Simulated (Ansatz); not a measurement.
Values for one crystal, relaxed and computed with plane-wave PAW r²SCAN (Ansatz code); other levels are named.

```yaml
volume_per_atom: 7.29 Å³
band_gap: 5.75 eV (indirect)
HSE06 gap on the r²SCAN cell: 6.73 eV
mechanical_stability: stable (all eigenvalues of C positive)
hill_bulk_and_shear_moduli: 352 and 369 GPa
Poisson's ratio: 0.11
smallest_direct_gap_on_the_standard_path: 6.35 eV
```

Q: Which of these materials gives this?
(A) SiC, 6H polytype
(B) ZnGaNO, Pna2_1 (Zn on 4a, Ga on 4a, O on 4a, N on 4a)
(C) SiN2, Pa-3 (Si on 4a, N on 8c)
(D) Ba2Ti2N3F3, P-4m2 (Pearson symbol tP10)

A: C, SiN2, Pa-3 (Si on 4a, N on 8c)

The start of the workflow was typed in or built on a structure type; neither database checked (COD, Materials Project) lists it. Whether it is the stable phase at ambient conditions was not checked. The cell was relaxed with r²SCAN under the symmetry of its start; its stability against distortions is not shown here.

Potentials: the earlier of the program's two PAW sets. The files were generated under PBE; for other functionals the program regenerates the frozen cores, and for LDA and PBEsol the local potential too.
